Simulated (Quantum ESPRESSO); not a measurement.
# Zn8S7Se: finding a planted mistake in a log

Computed values, not a measurement. The program is pw.x of Quantum ESPRESSO 7.5 (plane-wave density functional theory). The cell is made up: 16 atoms on a doubled zincblende/diamond lattice, with randomly drawn elements, strain and displacements, not relaxed. PseudoDojo standard norm-conserving files (v0.5 for PBE, v0.4.1 for LDA and PBEsol) set the functional; there is no spin polarisation, spin-orbit coupling or dispersion term, and the masses in the input are unused placeholders.

Intended input:

```
&control calculation='scf', pseudo_dir='./dojo.nc.sr.pbe.v0_5.standard.upf', outdir='./o', disk_io='low', tprnfor=.true., tstress=.true. /
&system ibrav=0, nat=16, ntyp=3, nbnd=115, ecutwfc=85.99341389, nosym=.true., tot_charge=0,
 occupations='smearing', smearing='fd', degauss=0.0018374661
/
&electrons conv_thr=7.350e-09, electron_maxstep=60, /
ATOMIC_SPECIES
S 1.0 S.upf
Se 1.0 Se.upf
Zn 1.0 Zn.upf
CELL_PARAMETERS angstrom
5.5622 -0.034 -0.001
-0.034 5.4802 0.0763
-0.002 0.1527 10.8709
ATOMIC_POSITIONS angstrom
Zn 0.0232 -0.0722 0.0145
Zn -0.0197 2.8947 2.7544
Zn 2.7402 -0.0105 2.7293
Zn 2.8609 2.7791 0.0881
Zn -0.05 0.1473 5.4829
Zn 0.0094 2.826 8.1776
Zn 2.796 0.0523 8.0458
Zn 2.8159 2.7994 5.4951
S 1.354 1.4278 1.4501
S 1.3043 4.1105 4.1532
S 4.1824 1.4079 3.9542
S 4.1889 4.0239 1.4143
S 1.4164 1.4593 6.8209
Se 1.3149 4.3022 9.5611
S 4.1534 1.473 9.499
S 4.2083 4.1074 7.02
K_POINTS automatic
4 4 2 1 1 1
```

The log is shortened where brackets say so; the opening notice, blank lines, dates and the lines on written files are dropped, and the path of the files is cut. It prints rydbergs, bohrs and kilobars, and counts compression as positive stress. Where no state is partly filled, the Fermi energy that it prints is only some level between the filled and the empty states on the mesh, and need not lie in the true gap.

Log of the intended run:

```
     Program PWSCF v.7.5
     Parallel version (MPI & OpenMP), running on       4 processor cores
     Number of MPI processes:                 4
     Threads/MPI process:                     1
     [start-up lines left out]
     bravais-lattice index     =            0
     lattice parameter (alat)  =      10.5112  a.u.
     unit-cell volume          =    2235.6494 (a.u.)^3
     number of atoms/cell      =           16
     number of atomic types    =            3
     number of electrons       =       218.00
     number of Kohn-Sham states=          115
     kinetic-energy cutoff     =      85.9934  Ry
     charge density cutoff     =     343.9737  Ry
     scf convergence threshold =      7.3E-09
     mixing beta               =       0.7000
     number of iterations used =            8  plain     mixing
     Exchange-correlation= PBE
                           (   1   4   3   4   0   0   0)
     [axes and pseudopotential details left out]
   Cartesian axes
     site n.     atom                  positions (alat units)
         1        Zn     tau(   1) = (   0.0041709  -0.0129802   0.0026068  )
         2        Zn     tau(   2) = (  -0.0035417   0.5204138   0.4951905  )
         3        Zn     tau(   3) = (   0.4926376  -0.0018877   0.4906780  )
         4        Zn     tau(   4) = (   0.5143372   0.4996311   0.0158388  )
         5        Zn     tau(   5) = (  -0.0089891   0.0264818   0.9857246  )
         6        Zn     tau(   6) = (   0.0016899   0.5080628   1.4701821  )
         7        Zn     tau(   7) = (   0.5026694   0.0094026   1.4464869  )
         8        Zn     tau(   8) = (   0.5062471   0.5032807   0.9879180  )
         9        S      tau(   9) = (   0.2434243   0.2566922   0.2607013  )
        10        S      tau(  10) = (   0.2344892   0.7389923   0.7466690  )
        11        S      tau(  11) = (   0.7519186   0.2531145   0.7108925  )
        12        S      tau(  12) = (   0.7530872   0.7234232   0.2542651  )
        13        S      tau(  13) = (   0.2546427   0.2623553   1.2262724  )
        14        Se     tau(  14) = (   0.2363948   0.7734565   1.7189100  )
        15        S      tau(  15) = (   0.7467050   0.2648183   1.7077456  )
        16        S      tau(  16) = (   0.7565750   0.7384350   1.2620669  )
     number of k points=    16  Fermi-Dirac smearing, width (Ry)=  0.0018
                       cart. coord. in units 2pi/alat
        k(    1) = (   0.1257946   0.1258965   0.1261720), wk =   0.1250000
        k(    2) = (   0.1257704   0.1294590  -0.1297126), wk =   0.1250000
     [further k points left out]
     Dense  grid:   240811 G-vectors     FFT dimensions: (  64,  64, 125)
     Estimated max dynamical RAM per process >     765.14 MB
     Estimated total dynamical RAM >       2.82 GB
     Initial potential from superposition of free atoms
     starting charge     217.9986, renormalised to     218.0000
     Starting wfcs are  117 randomized atomic wfcs
     total cpu time spent up to now is       10.6 secs
     per-process dynamical memory:   509.9 Mb
     Self-consistent Calculation
     iteration #  1     ecut=    85.99 Ry     beta= 0.70
     Davidson diagonalization with overlap
     ethr =  1.00E-02,  avg # of iterations =  4.1
     Threshold (ethr) on eigenvalues was too large:
     Diagonalizing with lowered threshold
     Davidson diagonalization with overlap
     ethr =  4.08E-04,  avg # of iterations =  3.4
     total cpu time spent up to now is       64.7 secs
     total energy              =   -3741.74371568 Ry
     estimated scf accuracy    <       0.82646280 Ry
     iteration #  2     ecut=    85.99 Ry     beta= 0.70
     Davidson diagonalization with overlap
     ethr =  3.79E-04,  avg # of iterations =  6.4
     total cpu time spent up to now is       96.5 secs
     total energy              =   -3741.98120402 Ry
     estimated scf accuracy    <       0.45956592 Ry
     [iterations 3 to 9 left out]
     iteration # 10     ecut=    85.99 Ry     beta= 0.70
     Davidson diagonalization with overlap
     ethr =  1.86E-10,  avg # of iterations =  2.0
     total cpu time spent up to now is      305.0 secs
     total energy              =   -3742.08035822 Ry
     estimated scf accuracy    <       0.00000010 Ry
     iteration # 11     ecut=    85.99 Ry     beta= 0.70
     Davidson diagonalization with overlap
     ethr =  4.36E-11,  avg # of iterations =  3.0
     total cpu time spent up to now is      329.3 secs
     End of self-consistent calculation
     [lines on levels left out]
     the Fermi energy is     7.9347 ev
!    total energy              =   -3742.08035824 Ry
     estimated scf accuracy    <          3.0E-09 Ry
     smearing contrib. (-TS)   =       0.00000000 Ry
     internal energy E=F+TS    =   -3742.08035824 Ry
     The total energy is F=E-TS. E is the sum of the following terms:
     one-electron contribution =   -3074.38776800 Ry
     hartree contribution      =    1575.58293406 Ry
     xc contribution           =    -452.09343247 Ry
     ewald contribution        =   -1791.18209184 Ry
     convergence has been achieved in  11 iterations
     Forces acting on atoms (cartesian axes, Ry/au):
     atom    1 type  3   force =    -0.02278472    0.04833773    0.02038313
     atom    2 type  3   force =     0.01731253   -0.02966308    0.00095096
     atom    3 type  3   force =    -0.00142639    0.00113078   -0.00685718
     atom    4 type  3   force =    -0.01667699   -0.03233418   -0.01434351
     atom    5 type  3   force =     0.00231341   -0.00837736   -0.00942496
     atom    6 type  3   force =     0.01035443   -0.03188746    0.01744833
     atom    7 type  3   force =     0.01513680    0.02145736    0.01432795
     atom    8 type  3   force =     0.00444969   -0.00094842   -0.01083854
     atom    9 type  1   force =     0.00694339   -0.01090297   -0.01875780
     atom   10 type  1   force =     0.01892622    0.02193864    0.02134925
     atom   11 type  1   force =    -0.01129230   -0.00790898    0.04444712
     atom   12 type  1   force =    -0.01961068    0.04388164    0.00687846
     atom   13 type  1   force =    -0.00818417    0.00063175   -0.01158056
     atom   14 type  2   force =     0.03222477   -0.03285162    0.00043170
     atom   15 type  1   force =    -0.00304524   -0.00849632    0.01202873
     atom   16 type  1   force =    -0.02464075    0.02599248   -0.06644308
     Total force =     0.152438     Total SCF correction =     0.000259
     Computing stress (Cartesian axis) and pressure
          total   stress  (Ry/bohr**3)                   (kbar)     P=        3.37
  -0.00000143   0.00002168   0.00002335           -0.21        3.19        3.43
   0.00002168   0.00002472  -0.00008707            3.19        3.64      -12.81
   0.00002335  -0.00008707   0.00004542            3.43      -12.81        6.68
     init_run     :      9.90s CPU     10.32s WALL (       1 calls)
     electrons    :    314.46s CPU    318.78s WALL (       1 calls)
     forces       :      4.50s CPU      4.58s WALL (       1 calls)
     stress       :     14.14s CPU     14.39s WALL (       1 calls)
     [timing details left out]
     PWSCF        :   5m43.33s CPU   5m48.53s WALL
     JOB DONE.
```

A second run was made from an input with one planted mistake. Its log:

```
     Program PWSCF v.7.5
     Parallel version (MPI & OpenMP), running on       4 processor cores
     Number of MPI processes:                 4
     Threads/MPI process:                     1
     [start-up lines left out]
     bravais-lattice index     =            0
     lattice parameter (alat)  =      10.5112  a.u.
     unit-cell volume          =    2235.6494 (a.u.)^3
     number of atoms/cell      =           16
     number of atomic types    =            3
     number of electrons       =       218.00
     number of Kohn-Sham states=          115
     kinetic-energy cutoff     =      49.3176  Ry
     charge density cutoff     =     197.2704  Ry
     scf convergence threshold =      7.3E-09
     mixing beta               =       0.7000
     number of iterations used =            8  plain     mixing
     Exchange-correlation= PBE
                           (   1   4   3   4   0   0   0)
     [axes and pseudopotential details left out]
   Cartesian axes
     site n.     atom                  positions (alat units)
         1        Zn     tau(   1) = (   0.0041709  -0.0129802   0.0026068  )
         2        Zn     tau(   2) = (  -0.0035417   0.5204138   0.4951905  )
         3        Zn     tau(   3) = (   0.4926376  -0.0018877   0.4906780  )
         4        Zn     tau(   4) = (   0.5143372   0.4996311   0.0158388  )
         5        Zn     tau(   5) = (  -0.0089891   0.0264818   0.9857246  )
         6        Zn     tau(   6) = (   0.0016899   0.5080628   1.4701821  )
         7        Zn     tau(   7) = (   0.5026694   0.0094026   1.4464869  )
         8        Zn     tau(   8) = (   0.5062471   0.5032807   0.9879180  )
         9        S      tau(   9) = (   0.2434243   0.2566922   0.2607013  )
        10        S      tau(  10) = (   0.2344892   0.7389923   0.7466690  )
        11        S      tau(  11) = (   0.7519186   0.2531145   0.7108925  )
        12        S      tau(  12) = (   0.7530872   0.7234232   0.2542651  )
        13        S      tau(  13) = (   0.2546427   0.2623553   1.2262724  )
        14        Se     tau(  14) = (   0.2363948   0.7734565   1.7189100  )
        15        S      tau(  15) = (   0.7467050   0.2648183   1.7077456  )
        16        S      tau(  16) = (   0.7565750   0.7384350   1.2620669  )
     number of k points=    16  Fermi-Dirac smearing, width (Ry)=  0.0018
                       cart. coord. in units 2pi/alat
        k(    1) = (   0.1257946   0.1258965   0.1261720), wk =   0.1250000
        k(    2) = (   0.1257704   0.1294590  -0.1297126), wk =   0.1250000
     [further k points left out]
     Dense  grid:   104577 G-vectors     FFT dimensions: (  48,  48,  96)
     Estimated max dynamical RAM per process >     335.31 MB
     Estimated total dynamical RAM >       1.24 GB
     Check: negative core charge=   -0.000180
     Initial potential from superposition of free atoms
     starting charge     217.9986, renormalised to     218.0000
     Starting wfcs are  117 randomized atomic wfcs
     total cpu time spent up to now is        4.5 secs
     per-process dynamical memory:   226.5 Mb
     Self-consistent Calculation
     iteration #  1     ecut=    49.32 Ry     beta= 0.70
     Davidson diagonalization with overlap
     ethr =  1.00E-02,  avg # of iterations =  4.0
     Threshold (ethr) on eigenvalues was too large:
     Diagonalizing with lowered threshold
     Davidson diagonalization with overlap
     ethr =  8.89E-04,  avg # of iterations =  1.0
     total cpu time spent up to now is       22.3 secs
     total energy              =   -3734.79152025 Ry
     estimated scf accuracy    <       1.99426115 Ry
     iteration #  2     ecut=    49.32 Ry     beta= 0.70
     Davidson diagonalization with overlap
     ethr =  9.15E-04,  avg # of iterations =  3.1
     total cpu time spent up to now is       33.8 secs
     total energy              =   -3735.43822761 Ry
     estimated scf accuracy    <       1.07219013 Ry
     [iterations 3 to 10 left out]
     iteration # 11     ecut=    49.32 Ry     beta= 0.70
     Davidson diagonalization with overlap
     ethr =  6.36E-11,  avg # of iterations =  4.0
     total cpu time spent up to now is      125.3 secs
     total energy              =   -3735.65030031 Ry
     estimated scf accuracy    <       0.00000003 Ry
     iteration # 12     ecut=    49.32 Ry     beta= 0.70
     Davidson diagonalization with overlap
     ethr =  1.32E-11,  avg # of iterations =  2.0
     total cpu time spent up to now is      133.9 secs
     End of self-consistent calculation
     [lines on levels left out]
     the Fermi energy is     7.8581 ev
!    total energy              =   -3735.65030032 Ry
     estimated scf accuracy    <          1.5E-09 Ry
     smearing contrib. (-TS)   =      -0.00000000 Ry
     internal energy E=F+TS    =   -3735.65030032 Ry
     The total energy is F=E-TS. E is the sum of the following terms:
     one-electron contribution =   -3051.79593679 Ry
     hartree contribution      =    1557.13538360 Ry
     xc contribution           =    -449.80765528 Ry
     ewald contribution        =   -1791.18209184 Ry
     convergence has been achieved in  12 iterations
     Forces acting on atoms (cartesian axes, Ry/au):
     atom    1 type  3   force =    -0.02440728    0.04987885    0.02275442
     atom    2 type  3   force =     0.01784415   -0.02985368   -0.00026554
     atom    3 type  3   force =    -0.00186210    0.00361394   -0.00640920
     atom    4 type  3   force =    -0.02108442   -0.03061141   -0.01739674
     atom    5 type  3   force =     0.00059737   -0.00891396   -0.01195123
     atom    6 type  3   force =     0.01328327   -0.02972302    0.02064197
     atom    7 type  3   force =     0.01451205    0.02203929    0.01730786
     atom    8 type  3   force =     0.00355282   -0.00128637   -0.01001794
     atom    9 type  1   force =     0.00722425   -0.01094503   -0.01862126
     atom   10 type  1   force =     0.01899032    0.02135524    0.02043065
     atom   11 type  1   force =    -0.01084222   -0.00816506    0.04423993
     atom   12 type  1   force =    -0.01873396    0.04274028    0.00649875
     atom   13 type  1   force =    -0.00789575    0.00043121   -0.01114929
     atom   14 type  2   force =     0.03573391   -0.03805503   -0.00273073
     atom   15 type  1   force =    -0.00265658   -0.00822300    0.01195125
     atom   16 type  1   force =    -0.02425582    0.02571776   -0.06528291
     Total force =     0.155354     Total SCF correction =     0.000210
     Computing stress (Cartesian axis) and pressure
          total   stress  (Ry/bohr**3)                   (kbar)     P=    -2585.20
  -0.01758212   0.00002103   0.00002057        -2586.42        3.09        3.03
   0.00002103  -0.01760654  -0.00008141            3.09    -2590.01      -11.98
   0.00002057  -0.00008141  -0.01753283            3.03      -11.98    -2579.17
     init_run     :      4.17s CPU      4.31s WALL (       1 calls)
     electrons    :    127.46s CPU    129.44s WALL (       1 calls)
     forces       :      1.92s CPU      1.95s WALL (       1 calls)
     stress       :      6.14s CPU      6.23s WALL (       1 calls)
     [timing details left out]
     PWSCF        :   2m19.90s CPU   2m22.21s WALL
     JOB DONE.
```

Question: what was wrong in the second input?

Answer: the plane-wave cutoff is too low. The input lines that differ, file-writing options aside:

```
- &system ibrav=0, nat=16, ntyp=3, nbnd=115, ecutwfc=85.99341389, nosym=.true., tot_charge=0,
+ &system ibrav=0, nat=16, ntyp=3, nbnd=115, ecutwfc=49.31759036, nosym=.true., tot_charge=0,
```

|  | intended run | run with the mistake |
| --- | --- | --- |
| free energy (eV) | -50913.597 | -50826.112 |
| smearing term -TS (eV) | 0.0000 | 0.0000 |
| pressure (GPa) | 0.34 | -258.52 |
| largest force component (eV/Å) | 1.708 | 1.678 |
| largest change of a force component (eV/Å) |  | 0.134 |
| iterations | 11 | 12 |

For scale, a rerun of the intended cell at a cutoff of 1467 eV and k mesh 6 x 6 x 4 moved values by no more than 0.004 eV in energy, 0.02 GPa in stress and 0.002 eV/Å in force.